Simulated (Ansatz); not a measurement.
ZrAg (rock salt, Fm-3m), the program Ansatz at the PBE level (PAW), all energies at zero smearing, with the estimated change up to a 700 eV cutoff added, with one set of potentials and settings (totals compare only within such a set). Cell of 2 atoms (1 Ag, 1 Zr): -11773.479 eV.

| element | reference phase | E (eV/atom) |
|---|---|---|
| Ag | R-3m, 3 atoms in the cell | -7590.5531 |
| Zr | P6_3/mmc, 2 atoms in the cell | -4183.8362 |

Formation energy per atom, worked out: (-11773.479 − 1×(-7590.5531) − 1×(-4183.8362))/2 = 0.455 eV/atom (44 kJ per mol of atoms), at 0 K, without zero-point energy or fitted corrections.

The start of the workflow was typed in or built on a structure type; neither database checked (COD, Materials Project) lists it. COD files the formula under space group No. 129. Whether it is the stable phase at ambient conditions was not checked. Symmetry was held in the PBE relaxation; whether a distortion lowers the energy is not shown. The run is not spin-polarised. Its formation energy is positive at this level, so the cell may be metastable or incomplete. The references are the lowest solids computed at this level, not always the standard phases.

Potentials: the later of the program's two PAW sets.
